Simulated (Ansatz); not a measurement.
The start is a generated cell, MoS2 built in the AFLOW prototype AB2_cF48_227_c_e (as in Ti2C). The cell and all atomic positions are relaxed at zero pressure with PBE (plane waves to 420 eV, PAW, scalar-relativistic; Ansatz, an electronic-structure program). The first steps use a coarse 4×4×4 k-mesh.

The start:
```
MoS2
1.0
    0.00000     4.74434     4.74434
    4.74434     0.00000     4.74434
    4.74434     4.74434     0.00000
Mo S
4 8
Cartesian
  5.93043   5.93043   5.93043
  5.93043   3.55826   3.55826
  3.55826   5.93043   3.55826
  3.55826   3.55826   5.93043
  8.25516   8.25516   8.25516
  8.25516   5.97787   5.97787
  5.97787   8.25516   5.97787
  5.97787   5.97787   8.25516
  3.60570   3.60570   3.60570
  3.60570   5.88299   5.88299
  5.88299   3.60570   5.88299
  5.88299   5.88299   3.60570
```

* **Initial pressure**: +18 GPa (positive: the cell is compressed)
* **Largest initial force**: about 3.3 eV/Å, on S5, S6, S7, S8, S9, S10, S11, S12 (atoms numbered as listed)
* **Outcome**: The space group stays Fd-3m (No. 227) (the run could not lower it); the end is AFLOW prototype AB2_cF48_227_c_e (as in Ti2C), with 12 atoms in the primitive cell
* **Energy released**: 0.21 eV/atom
* **Shortest distances (start → end)**: The closest pairs of elements (up to four, under 3.6 Å), start → end: Mo–S 2.33 → 2.43 Å; S–S 3.22 → 3.15 Å; Mo–Mo 3.35 → 3.34 Å
* **Band gap at the end**: no gap (metallic)
* **Optimiser moves**: 4

Final structure:

Space group Fd-3m, origin choice 1 (No. 227); a = 9.451 Å, b = 9.451 Å, c = 9.451 Å, α = 90.00°, β = 90.00°, γ = 90.00°

| atom | site | symmetry | x | y | z |
|---|---|---|---|---|---|
| Mo | 16c | .-3m | 0.1250 | 0.1250 | 0.1250 |
| S | 32e | .3m | 0.3822 | 0.3822 | 0.3822 |
(The calculation used a cell of 12 atoms; values per cell refer to that cell.)

Final values are on a 7×7×7 k-mesh of the relaxed cell. No spin polarisation in the result.

The run could not lose the symmetry of its start, so the end can be a saddle point.

The relaxed structure here is a generated cell of MoS2: the first start was made by placing the elements on the sites of a structure type, and the end was not matched to a known phase here, so it may be hypothetical. Known forms of MoS2 include space group No. 160, 194.
